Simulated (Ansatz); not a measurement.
Starting structure, clean slab, lower half held (Au, Fm-3m (No. 225), (1 0 0) face):

```xyz
16
Lattice="5.8028 0.0000 0.0000 0.0000 5.8028 0.0000 0.0000 0.0000 23.1548" Properties=species:S:1:pos:R:3 pbc="T T T"
Au    1.4507    1.4507    8.5000
Au    1.4507    4.3521    8.5000
Au    4.3521    1.4507    8.5000
Au    4.3521    4.3521    8.5000
Au    2.9014    2.9014   10.5516
Au    2.9014    0.0000   10.5516
Au    0.0000    2.9014   10.5516
Au    0.0000    0.0000   10.5516
Au    4.3521    4.3521   12.6032
Au    4.3521    1.4507   12.6032
Au    1.4507    4.3521   12.6032
Au    1.4507    1.4507   12.6032
Au    0.0000    0.0000   14.6548
Au    0.0000    2.9014   14.6548
Au    2.9014    0.0000   14.6548
Au    2.9014    2.9014   14.6548
```

All numbers below come from DFT PBE+D3(BJ), scalar-relativistic, plane waves, PAW in Ansatz. Settings: cutoff 420 eV, Γ-centred mesh 5×5×1 on the computed 16-atom cell, Gaussian smearing of 0.10 eV; no spin polarisation. The cell repeats along c with a dipole correction in the vacuum.

Atoms 1, 2, 3, 4, 5, 6, 7, 8 (counted from 1) are held. The cell is fixed. Force threshold 0.03 eV/Å.

(1) Where does it end?

Spin–orbit coupling is left out, which can shift energies with elements as heavy as these.

## Answers

(1) The energy falls by 0.001 eV in 3 steps, to:

```
Au
1.0
     5.80279    0.00000    0.00000
     0.00000    5.80279    0.00000
     0.00000    0.00000   23.15479
Au
16
Direct
  0.25000 0.25000 0.36709
  0.25000 0.75000 0.36709
  0.75000 0.25000 0.36709
  0.75000 0.75000 0.36709
  0.50000 0.50000 0.45570
  0.50000 0.00000 0.45570
  0.00000 0.50000 0.45570
  0.00000 0.00000 0.45570
  0.75000 0.75000 0.54475
  0.75000 0.25000 0.54475
  0.25000 0.75000 0.54475
  0.25000 0.25000 0.54475
  0.00000 0.00000 0.63339
  0.00000 0.50000 0.63339
  0.50000 0.00000 0.63339
  0.50000 0.50000 0.63339
```